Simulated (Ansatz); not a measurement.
**Yb2Ni3B6: input and output**

The input, for Ansatz 0.2.0 (plane waves, PAW):

```yaml
crystal:
  lattice:
    - [3.83175662, 4.32259525, 0.0]
    - [3.83175662, -4.32259525, 0.0]
    - [0.0, 0.0, -3.4594829]
  atoms:
    - { symbol: Ni, position: [0.236, 0.236, 0.0], spin: 2.0 }
    - { symbol: Ni, position: [0.764, 0.764, 0.0], spin: 2.0 }
    - { symbol: B, position: [0.391, 0.077, 0.5] }
    - { symbol: B, position: [0.609, 0.923, 0.5] }
    - { symbol: B, position: [0.077, 0.391, 0.5] }
    - { symbol: B, position: [0.923, 0.609, 0.5] }
    - { symbol: B, position: [0.376, 0.376, 0.5] }
    - { symbol: B, position: [0.624, 0.624, 0.5] }
    - { symbol: Yb, position: [0.274, 0.726, 0.0], spin: 1.0 }
    - { symbol: Yb, position: [0.726, 0.274, 0.0], spin: 1.0 }
    - { symbol: Ni, position: [0.0, 0.0, 0.5], spin: 2.0 }
kpoints:
  mp_grid: { grid: [3, 3, 5], shift: [0, 0, 0] }
  band_path:
    path:
      - [0.0, 0.0, 0.0]
      - [0.5, -0.5, 0.0]
      - [0.55355241, -0.44644759, 0.0]
      - [0.44644759, 0.44644759, 0.0]
      - [0.0, 0.0, 0.0]
      - [0.0, 0.0, -0.5]
      - [0.44644759, 0.44644759, -0.5]
      - [0.55355241, -0.44644759, -0.5]
      - [0.5, -0.5, -0.5]
      - [0.5, -0.5, 0.0]
      - [0.0, 0.0, 0.0]
    npoints: 6
magnetization:
  spin_polarized: true
scf:
  occupations: { method: gaussian, width: 0.0528 }
  lower_state_search: "off"
  max_iter: 200
hamiltonian:
  pseudopotentials: { kind: paw }
  xc: lda
basis:
  ecutwfc: 420
  fft_grid_basis: typed
output:
  forces: true
  stress: true
  eigenvalues: true
  bader: true
  populations: true
  elf: true
  write_potential: true
  volumetric_format: npy
  dos:
    e_range: [-12, 8]
    de: 0.05
    projected: { site_lists: { B: [B], Ni: [Ni], Yb: [Yb] } }
checkpoint:
  read: saved_state
```

The saved state is an earlier solution for the same cell, perhaps on another mesh. The state carries no moments; the state need not be the lowest.

Output (shortened):

```
Yb: projections on atomic orbitals take those of the free atom [Kr 4d10] 4f14 5s2 5p6 5d0 6s2, of charge +0.00 (hamiltonian.pseudopotentials.projection_atoms); the dataset's partial waves leave at most 1.5e-4 of an orbital's norm unspanned inside its sphere
Pseudopotentials: kind: paw
Pseudopotential: Ni, paw, valence charge 18, recommended cutoff 420 eV (normal), Ni.paw.azcp
Pseudopotential: B, paw, valence charge 3, recommended cutoff 420 eV (normal), B.paw.azcp
Pseudopotential: Yb, paw, valence charge 24, recommended cutoff 420 eV (normal), Yb.paw.azcp
Functional definition: SPW92
  exchange = slater_x
  correlation = pw_c
Crystal: 11 atoms, lattice volume = 114.600 Å³
Basis set: ecut = 420 eV, 2249 PW (Γ)
Bands: 77, of which v1, the nominal top of the filled ones, is band 60 counted from 1 (59 counted from 0)
Symmetry: 8 space group operations
Space group: Cmmm (ITA 65), of the structure as read, at distance tolerance 4.9e-5 Å
Magnetic group: BNS 65.481 (UNI 579), of the structure as read, at distance tolerance 4.9e-5 Å
k-points: 12 of 45
Initial density: read from a saved state, or passed on in memory by an earlier SCF of this step, an earlier step, the calling program or the single point that the run made first
Starting moments: Σ|m| = 8 μB on 5 of 11 sites; this step starts from the density that it was given
Functional: x = slater, c = lda
Magnetization: 0.0000 μB (60.0000 up, 60.0000 down)
Absolute magnetization: 0.0000 μB (∫|ρ↑−ρ↓|, with the PAW one-centre terms)
Spin contamination: 0.0000 ħ² per cell (⟨S²⟩ above its minimum at these occupations)
Per-site moments (μB) at R_I (Å): [(-1.002e-7, 0.8396), (-1.002e-7, 0.8396), (1.523e-7, 0.6710), (1.523e-7, 0.6710), (1.523e-7, 0.6710), (1.523e-7, 0.6710), (2.679e-7, 0.7176), (2.679e-7, 0.7176), (4.096e-6, 1.1092), (4.096e-6, 1.1092), (-1.293e-6, 0.9277)]
Free energy (F): -45345.3522 eV
Harris-Foulkes:  -45345.3522 eV  (|F-HF|=1.60e-10)
Internal energy: -45345.3400 eV  (E = F + TS)
E sigma→0 (E₀):  -45345.3461 eV
Entropy (-TS):   -0.0122 eV (-1.113 meV/atom)
Fermi energy:    15.1417 eV
--- Per-component energies (eV) ---
  E_band       = -629.2011
  E_kinetic    = 1878.3364
  E_local      = -23598.6960  (includes V_loc(G=0)·N_el)
  E_nonlocal   = 3054.2923
  E_hartree    = 10172.5967
  E_xc         = -784.5197
  E_vxc        = -982.4905  (∫ρ·V_xc dr)
  E_paw        = -19335.1388  (= ΣΔE_a)
  E_vpaw       = -1325.8360  (= ΣTr[D̂ρ^β])
  E_aug_tail   = 0.0013  (compensation charges beyond the density's cutoff)
  E_ewald      = -16738.1571
  E_core_change = 5.9449  (= ΣΔE_core)
  E_smearing   = -0.0122  (= −TS)
--- Forces (eV/Å), atoms counted from 1 ---
  atom   1  Ni    -0.9597     0.0000     0.0000
  atom   2  Ni     0.9597     0.0000     0.0000
  atom   3  B      0.1863    -1.5524     0.0000
  atom   4  B     -0.1863     1.5524     0.0000
  atom   5  B      0.1863     1.5524     0.0000
  atom   6  B     -0.1863    -1.5524     0.0000
  atom   7  B      0.8847     0.0000     0.0000
  atom   8  B     -0.8847     0.0000     0.0000
  atom   9  Yb     0.0000     0.1903     0.0000
  atom  10  Yb     0.0000    -0.1903     0.0000
  atom  11  Ni     0.0000     0.0000     0.0000
--- Stress (GPa, compression-positive) ---
      -13.0951       0.0000       0.0000
        0.0000      -4.7652       0.0000
        0.0000       0.0000     -11.4171
  P = ⅓ Tr σ = -9.7591 GPa (-97.591 kbar)
--- Löwdin populations: 11 sites ---
  site symbol       q [e]    m [muB]
     0     Ni     17.1829     0.0000
     1     Ni     17.1829     0.0000
     2      B      3.3554     0.0000
     3      B      3.3554     0.0000
     4      B      3.3554     0.0000
     5      B      3.3554     0.0000
     6      B      3.3094     0.0000
     7      B      3.3094     0.0000
     8     Yb     23.9624     0.0000
     9     Yb     23.9624     0.0000
    10     Ni     17.2996     0.0000
  spilling = 0.0031 (of n_electrons = 120.0000)
--- Bader charges: 11 sites ---
  site symbol  charge [e]  shift [e]    m [muB]
     0     Ni     -0.1640     0.0086     0.0000
     1     Ni     -0.1639     0.0086     0.0000
     2      B     -0.4001     0.0033     0.0000
     3      B     -0.4001     0.0033     0.0000
     4      B     -0.4001     0.0033     0.0000
     5      B     -0.4001     0.0033     0.0000
     6      B     -0.3711     0.0041     0.0000
     7      B     -0.3711     0.0041     0.0000
     8     Yb      1.4269     0.0000     0.0000
     9     Yb      1.4269     0.0000     0.0000
    10     Ni     -0.1833     0.0045     0.0000
```

Origin: a database entry at a rescaled volume. Caveats: the k mesh is coarse if the cell is a metal; atoms or cell far from equilibrium; f levels without a U or exact exchange are poorly placed.
